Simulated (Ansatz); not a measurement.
LaGa$_{3}$Cu:
```
CELL_PARAMETERS angstrom
     -2.12368     2.12368     5.27486
      2.12368    -2.12368     5.27486
      2.12368     2.12368    -5.27486
ATOMIC_POSITIONS crystal
  La 0.00000 0.00000 0.00000
  Ga 0.61958 0.61958 0.00000
  Ga 0.38042 0.38042 0.00000
  Ga 0.75000 0.25000 0.50000
  Cu 0.25000 0.75000 0.50000
```

Relaxed with r²SCAN. Special points in fractions of this cell's reciprocal vectors: Γ (0.000, 0.000, 0.000); X (0.000, 0.000, 0.500); P (0.250, 0.250, 0.250); N (0.000, 0.500, 0.000); M (0.500, 0.500, -0.500); S (0.291, 0.709, -0.291); S0 (-0.291, 0.291, 0.291); R (-0.081, 0.081, 0.500); G (0.500, 0.500, -0.081).

Problem. List the band energies nearest the Fermi level at these points for the program Ansatz at the r²SCAN level (PAW).

Solution. In eV from the Fermi level; about four levels below and three above (degenerate sets whole), none deeper than 8.9 eV; points with the same levels are listed once.

```json
[
 {"k": "Γ", "below": "-2.02 -2.02 -0.59 -0.06", "above": "1.19 1.19 2.46 2.46 2.46"},
 {"k": "X", "below": "-2.90 -2.58 -2.48 -1.07", "above": "1.81 2.13 2.30"},
 {"k": "P", "below": "-2.71 -2.59 -2.34 -1.14", "above": "1.07 2.19 2.23"},
 {"k": "N", "below": "-3.31 -2.99 -2.57 -0.99", "above": "0.24 0.34 0.89"},
 {"k": "M", "below": "-1.68 -1.68 -1.30 -0.14", "above": "1.59 1.69 1.69"},
 {"k": "S", "below": "-3.01 -1.46 -1.10 -0.96", "above": "0.96 1.18 1.85"},
 {"k": "R", "below": "-2.76 -2.45 -2.31 -1.18", "above": "1.71 2.09 2.26"}
]
```

Space group I-4m2. The workflow started from a Materials Project entry (that database holds measured and hypothetical structures alike); the Crystallography Open Database copy checked does not list it. COD files the formula under space group No. 107, so this cell is another polymorph or a model. With Ga and Cu taken as one species the cell has the higher symmetry I4/mmm, so it may be an ordered model of a mixed-site phase. Whether it is the stable phase at ambient conditions was not checked. The r²SCAN relaxation kept the symmetry of its start; its stability against distortions is not shown here. No spin polarisation was allowed. Scalar-relativistic: spin–orbit coupling is off unless named, which matters more the heavier the elements.

Potentials: the later of the program's two PAW sets.
